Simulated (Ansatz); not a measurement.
GaSb:
```xyz
8
Lattice="4.3289 0.0000 0.0000 -2.1645 3.7489 0.0000 0.0000 0.0000 14.2017" Properties=species:S:1:pos:R:3 pbc="T T T"
Ga     2.1645     1.2496    14.1983
Sb     2.1645     1.2496     2.6662
Ga     0.0000     0.0000     3.5573
Sb     0.0000     0.0000     6.2064
Ga     0.0000     2.4993     7.0974
Sb     0.0000     2.4993     9.7670
Ga     0.0000     0.0000    10.6581
Sb     0.0000     0.0000    13.3073
```

This is the r²SCAN-relaxed structure. Tensor components refer to the Cartesian frame of this cell.

All from DFT-r²SCAN in the program Ansatz with PAW potentials, unless another level is named. Estimate the Hill bulk and shear moduli.

53.3 and 34.7 GPa.

Next, the elastic constants (relaxed ions, GPa)?

C11 = 104, C12 = 33.2, C13 = 22.2, C33 = 117, C44 = 29.3.

And the piezoelectric stress constants (proper, relaxed ions, C/m²)?

e15 = e24 = 0.13, e31 = e32 = 0.12, e33 = -0.31.

Space group P6_3mc. The start of the workflow was typed in or built on a structure type; the Crystallography Open Database copy checked does not list it. It is not the phase usual at ambient conditions (space group No. 216). Symmetry was held in the r²SCAN relaxation; its stability against distortions is not shown here. Scalar-relativistic: spin–orbit coupling is off unless named, which matters more the heavier the elements.

Potentials: the earlier of the program's two PAW sets.
